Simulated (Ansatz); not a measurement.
# Equation of state of Na from a dense series

```xyz
1
Lattice="-2.1175 2.1175 2.1175 2.1175 -2.1175 2.1175 2.1175 2.1175 -2.1175" Properties=species:S:1:pos:R:3 pbc="T T T"
Na    0.0000    0.0000    0.0000
```

The cell is a measured one (Crystallography Open Database entry 9011002); the temperature and pressure of the measurement aren't taken into account, and nothing was relaxed.

These are results of Ansatz 0.2.0, DFT, PBEsol, all-electron LAPW, scalar-relativistic, not measurements.

Settings: a Γ-centred 12×12×12 k mesh, Fermi–Dirac smearing of 0.05 eV, basis error target 0.25 meV/atom, no spin polarisation.

The cell is scaled evenly. Fractional coordinates are held (clamped ions).

```tsv
V (Å³/atom)	P (GPa)
35.699	0.14
35.718	0.14
36.459	-0.03
36.839	-0.11
37.218	-0.18
37.598	-0.25
37.978	-0.32
38.358	-0.38
38.737	-0.45
39.117	-0.51
40.257	-0.67
```

(1) Fit a third-order Birch–Murnaghan curve to the pressures.

(2) Predict the pressure at the withheld volume, 39.497 Å³/atom.

Answers

(1) P = (3B0/2)(y^(7/2) − y^(5/2))[1 + (3/4)(B0′ − 4)(y − 1)] with y = (V0/V)^(2/3) fits within 0.01 GPa for V0 = 36.331 Å³/atom, B0 = 7.8 GPa and B0′ = 3.45.

(2) There y = 0.9458, so the fit gives -0.56 GPa; the run gave -0.56 GPa.
